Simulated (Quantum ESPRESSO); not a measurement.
# Different elements on one site among Au Sn Ta

Calculated results; nothing here was measured. They come from Quantum ESPRESSO 7.5, a public plane-wave density functional program. Each row is one single-point run on a made-up periodic cell of eight metal atoms, with elements, volume, strain and displacements drawn at random and not relaxed, so a cell may be unstable or far from any real phase. There is no spin polarisation or spin-orbit coupling.

Settings: PBE unless stated; PseudoDojo standard norm-conserving files; Fermi-Dirac width 0.25 eV, which means electrons at about 2900 K; cutoff 1143 eV; 5 x 5 x 5 k mesh shifted half a step off Gamma. E is the free energy of the whole cell (internal energy minus TS), so a -TS column is already part of it. Stress is positive in tension, and the pressure P is minus a third of its trace.

Checks: one run of this series was repeated at a higher cutoff and on a denser mesh, which moved values by no more than 0.005 eV, 0.05 GPa and 0.007 eV/Å, and a second program with other atomic files agreed on it to 2 % rms in force and 0.5 GPa in pressure. Known limits: the tin pseudopotential is less sure than most, with forces differing by about three percent from a second method on plain tin; heavy elements are run without spin-orbit coupling, which real alloys of them have; a spin test at this wide smearing found no moment, but such smearing suppresses magnetism that the real alloy may have.

The lattice is hexagonal close-packed, and the cell vectors in Å are (-0.024, 0.017, 4.881); (5.822, 0.029, -0.029); (-2.886, 5.186, 0.032), a volume of 147.78 Å³. The elements on sites 1 to 8 are Au Au Ta Ta Sn Ta Sn X. The runs change X and keep the cell and the displaced positions. The column v is a rough volume for each atom of the pure element, close to PBE values, from general knowledge and not from these runs. Energies are left out, as each element's file has its own zero.

```
run,X,v (Å³),-TS (eV),force on X (eV/Å),rms force (eV/Å),P (GPa)
1,Zr,23.4,-1.284,3.187,1.001,12.15
2,Mo,15.8,-1.300,2.437,0.913,4.03
3,Hf,22.5,-1.266,3.092,0.996,11.49
4,Ru,13.8,-1.382,1.299,0.772,1.46
5,Pt,15.6,?,?,?,?
```

## Worked fit

A straight line through the runs shown gives P = -13.8 + 1.116 v GPa with v in Å³, an error of 0.029 on the slope and a scatter of 0.24 GPa. At this fixed volume the pressure tends to rise with the size of X.

## Withheld run

Question: what pressure should run 5, with Pt, give?

The fit gives 3.61 ± 0.29 GPa. The calculation gave 3.97 GPa.
